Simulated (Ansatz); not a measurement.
Level of theory: DFT PBE, scalar-relativistic, plane waves, PAW, and for the lanthanide a 4f-in-core norm-conserving potential, in Ansatz. Settings: cutoff 690 eV, Γ-centred meshes spaced at most about 0.3 Å⁻¹, and about 0.25 Å⁻¹ or finer for metals (2π included), Gaussian smearing. No spin polarisation in the final relaxations.

Temperature and zero-point effects are left out.

Compare these two cells of HoF2, each relaxed at this level.

1. Space group I4/mmm (No. 139), tetragonal, a = 4.074 Å, c = 5.134 Å. Ho is surrounded by 8 F at 2.41 Å; F has 4 Ho at 2.41 Å, 2 F at 2.57 Å and 4 F at 2.88 Å.

2. Space group P4/mmm (No. 123), tetragonal, a = 3.750 Å, c = 3.003 Å. Ho is surrounded by 8 F at 2.40 Å; F is surrounded by 4 Ho at 2.40 Å, 4 F at 2.65 Å and 2 F at 3.00 Å.

Question: Which would you expect to be lower, and how large is the difference?

Answer: Cell 1 is lower, by 67 meV/atom. Cell 1 has space group I4/mmm (No. 139), 14.2 Å³/atom and no gap on its mesh; cell 2 has space group P4/mmm (No. 123), 14.1 Å³/atom and no gap. Both come from invented guesses.

In I4/mmm, P4/mmm an odd number of valence electrons (the lanthanide is held trivalent, its 4f shell in the core) allows no gap without spin; another valence of the lanthanide, a larger cell or a magnetic state could open one. Cells relaxed within their symmetry can be saddle points.

The lanthanide is trivalent by construction, without f bands, f moments or other valences.
